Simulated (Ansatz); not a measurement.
Ansatz run, InPtAu

The input, for Ansatz 0.2.0 (plane waves, PAW):

```yaml
crystal:
  lattice:
    - [3.598474, 6.232739, 0.0]
    - [-3.598474, 6.232739, 0.0]
    - [0.0, 0.0, 3.845085]
  atoms:
    - { symbol: Au, position: [0.0, 0.0, 0.5] }
    - { symbol: Au, position: [0.3333, 0.3334, 0.0] }
    - { symbol: Au, position: [0.6667, 0.6666, 0.0] }
    - { symbol: In, position: [0.245, 0.755, 0.0] }
    - { symbol: In, position: [0.755, 0.0, 0.0] }
    - { symbol: In, position: [0.0, 0.245, 0.0] }
    - { symbol: Pt, position: [0.585, 0.415, 0.5] }
    - { symbol: Pt, position: [0.415, 0.0, 0.5] }
    - { symbol: Pt, position: [0.0, 0.585, 0.5] }
  symmetry: { tolerance: 0.0003 }
kpoints:
  mp_grid: { grid: [6, 6, 9], shift: [0, 0, 0] }
  band_path:
    path:
      - [0.0, 0.0, 0.0]
      - [0.49999999, 0.5, 0.0]
      - [0.33333333, 0.66666668, 0.0]
      - [0.0, 0.0, 0.0]
      - [0.0, 0.0, 0.5]
      - [0.49999999, 0.5, 0.5]
      - [0.33333333, 0.66666668, 0.5]
      - [0.0, 0.0, 0.5]
      - [0.49999999, 0.5, 0.5]
      - [0.49999999, 0.5, 0.0]
      - [0.33333333, 0.66666668, 0.5]
    npoints: 6
magnetization:
  spin_polarized: false
scf:
  occupations: { method: gaussian, width: 0.0766 }
  lower_state_search: "off"
  max_iter: 200
hamiltonian:
  pseudopotentials: { kind: paw }
  xc: r2scan
basis:
  ecutwfc: 500
  fft_grid_basis: typed
output:
  forces: true
  stress: true
  eigenvalues: true
  bader: true
  populations: true
  elf: true
  write_potential: true
  volumetric_format: npy
  dos:
    e_range: [-12, 8]
    de: 0.05
    projected: { site_lists: { Au: [Au], In: [In], Pt: [Pt] } }
checkpoint:
  read: saved_state
```

The saved state is an earlier solution for the same cell, perhaps on another mesh. 

Parts of the output:

```
Warning: the atoms were moved onto the symmetric positions of the space group found under crystal.symmetry.tolerance 3.0e-4 (fractional; no operation is sought that the atoms, as they stand in a round, miss by more than twice it, and no atom is moved by as much as it), and the run uses the moved positions.
Pseudopotentials: kind: paw
Pseudopotential: Au, paw, valence charge 19, recommended cutoff 500 eV (meta_gga), Au.paw.azcp
Pseudopotential: In, paw, valence charge 13, recommended cutoff 500 eV (meta_gga), In.paw.azcp
Pseudopotential: Pt, paw, valence charge 18, recommended cutoff 500 eV (meta_gga), Pt.paw.azcp
Functional definition: r2SCAN
  exchange = r2scan_x(k0 = k0, k1 = k1, a1 = a1)
  correlation = r2scan_c
Crystal: 9 atoms, lattice volume = 172.478 Å³
Basis set: ecut = 500 eV, 4341 PW (Γ), exchange–correlation on 216×216×120 points (64 copies of the dense FFT grid, shifted against one another)
Bands: 90, of which v1, the nominal top of the filled ones, is band 75 counted from 1 (74 counted from 0)
Symmetry: 12 space group operations
Space group: P-62m (ITA 189), of the structure as read, at distance tolerance 1.7e-3 Å
k-points: 35 of 324 (time reversal used)
Initial density: read from a saved state, or passed on in memory by an earlier SCF of this step, an earlier step, the calling program or the single point that the run made first
Functional: x = r2scan, c = r2scan; τ floored in thin density (d = 2e-4 eV/Å³)
SCF iter   1: F=-93935.9414 eV  Δρ=2.19e-3  dr2=1.16e-2  dr2_τ=2.89e-3
SCF iter   2: F=-93935.9471 eV  Δρ=1.18e-3  dr2=4.29e-3  dr2_τ=2.87e-4
SCF iter   3: F=-93935.9490 eV  Δρ=3.70e-4  dr2=9.48e-4  dr2_τ=6.00e-5
SCF iter   4: F=-93935.9495 eV  Δρ=1.64e-4  dr2=9.01e-5  dr2_τ=8.23e-6
SCF iter   5: F=-93935.9498 eV  Δρ=5.60e-5  dr2=5.78e-6  dr2_τ=1.09e-6
SCF iter   6: F=-93935.9498 eV  Δρ=1.60e-5  dr2=5.11e-7  dr2_τ=3.25e-8
SCF iter   7: F=-93935.9498 eV  Δρ=4.78e-6  dr2=4.51e-8  dr2_τ=3.67e-9
Free energy (F): -93935.9498 eV
Harris-Foulkes:  -93935.9498 eV  (|F-HF|=1.69e-8)
Internal energy: -93935.9367 eV  (E = F + TS)
E sigma→0 (E₀):  -93935.9432 eV
Entropy (-TS):   -0.0132 eV (-1.463 meV/atom)
Fermi energy:    16.4800 eV
--- Per-component energies (eV) ---
  E_band       = -1530.9197
  E_kinetic    = 4461.8481
  E_local      = -14413.5034  (includes V_loc(G=0)·N_el)
  E_nonlocal   = 1938.1687
  E_hartree    = 5772.7333
  E_xc         = -2005.6640
  E_vxc        = -2251.9607  (∫ρ·V_xc dr)
  E_paw        = -70189.5355  (= ΣΔE_a)
  E_vpaw       = -2961.6907  (= ΣTr[D̂ρ^β])
  E_aug_tail   = 0.0026  (compensation charges beyond the density's cutoff)
  E_vtau       = 150.7590  (kinetic-family band-sum trace: ∫τ·v_τ [+ j·A + Jᵃ·Aᵃ] dr)
  E_ewald      = -19501.6596
  E_core_change = 1.6732  (= ΣΔE_core)
  E_smearing   = -0.0132  (= −TS)
--- Forces (eV/Å), atoms counted from 1 ---
  atom   1  Au     0.0000     0.0000     0.0000
  atom   2  Au     0.0000     0.0000     0.0000
  atom   3  Au     0.0000     0.0000     0.0000
  atom   4  In     3.0964     0.0000     0.0000
  atom   5  In    -1.5482    -2.6816     0.0000
  atom   6  In    -1.5482     2.6816     0.0000
  atom   7  Pt     0.0093     0.0000     0.0000
  atom   8  Pt    -0.0047    -0.0081     0.0000
  atom   9  Pt    -0.0047     0.0081     0.0000
--- Stress (GPa, compression-positive) ---
       -2.2111       0.0000       0.0000
        0.0000      -2.2111       0.0000
        0.0000       0.0000      -1.5419
  P = ⅓ Tr σ = -1.9880 GPa (-19.880 kbar)
--- Löwdin populations: 9 sites ---
  site symbol       q [e]
     0     Au     18.3869
     1     Au     18.5130
     2     Au     18.5130
     3     In     13.3823
     4     In     13.3823
     5     In     13.3823
     6     Pt     17.9323
     7     Pt     17.9323
     8     Pt     17.9323
  spilling = 0.0043 (of n_electrons = 150.0000)
```

Origin: a known structure type with other elements, at an estimated volume, so it need not be a known compound. Caveats: atoms or cell far from equilibrium.
